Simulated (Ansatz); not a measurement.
ScAl$_{3}$ (Cu3Au type)

```xyz
4
Lattice="4.0718 0.0000 0.0000 0.0000 4.0718 0.0000 0.0000 0.0000 4.0718" Properties=species:S:1:pos:R:3 pbc="T T T"
Al     0.0000     2.0359     2.0359
Al     2.0359     2.0359     0.0000
Al     2.0359     0.0000     2.0359
Sc     0.0000     0.0000     0.0000
```

This relaxed cell (volume V₀) is scaled evenly in all directions, its shape held. Symmetry pins the atoms to their sites.

The numbers are results of PBEsol (plane waves to 420 eV, PAW, scalar-relativistic; Ansatz, a program for electronic structure), not measurements. k mesh 12×12×12 (Γ-centred), Fermi-Dirac smearing 0.05 eV. Energies are smeared free energies. ScAl3 is run without spin polarisation. ScAl3 was relaxed with its symmetry unable to fall. The zero of ΔE is the relaxed starting cell. The last digit holds for this mesh only.

```tsv
V (Å³/atom)	ΔE (meV/atom)
15.864	19.3
16.033	13.2
16.201	8.3
16.370	4.6
16.539	2.0
16.708	0.5
16.877	0.0
17.045	0.5
17.214	1.9
17.383	4.1
17.552	7.2
17.720	11.1
17.889	15.7
```

**Question.** What is the fitted pressure derivative B₀′?

**Answer.** 4.1.

**Question.** What bulk modulus B₀ follows from a third-order Birch-Murnaghan fit?

**Answer.** 91.7 GPa.

(Under strain, the slope of the energy per volume gives the stress and its curvature an elastic modulus.)
